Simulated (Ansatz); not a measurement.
P:
```cif
data_P4
_chemical_formula_sum 'P4'
_space_group_name_H-M_alt 'P 1'
_space_group_IT_number 1
_cell_length_a 5.21778
_cell_length_b 5.21778
_cell_length_c 5.21778
_cell_angle_alpha 109.471
_cell_angle_beta 109.471
_cell_angle_gamma 109.471
loop_
_space_group_symop_operation_xyz
  'x, y, z'
loop_
_atom_site_label
_atom_site_type_symbol
_atom_site_fract_x
_atom_site_fract_y
_atom_site_fract_z
_atom_site_occupancy
P1 P 0.00000 0.25000 0.50000 1
P2 P 0.25000 0.50000 0.00000 1
P3 P 0.50000 0.00000 0.25000 1
P4 P 0.25000 0.25000 0.25000 1
```

This is the PBEsol-relaxed structure.

Question: All from the program Ansatz at the PBEsol level (PAW), unless another level is named. Predict the electronic character.

Answer: metallic (no gap).

Question: And the density of states at the Fermi level?

Answer: 0.69 states/eV per atom (mean over ±0.08 eV).

Space group I4_132. The start of the workflow was typed in or built on a structure type; neither database checked (COD, Materials Project) lists it. It is not the phase usual at ambient conditions (space group No. 64). The cell was relaxed with PBEsol under the symmetry of its start. At this level the phase is dynamically unstable (imaginary phonons). The volume moved by 30 % from the start of the relaxation.

Potentials: the earlier of the program's two PAW sets. The files were generated under PBE; for other functionals the program regenerates the frozen cores, and for LDA and PBEsol the local potential too.
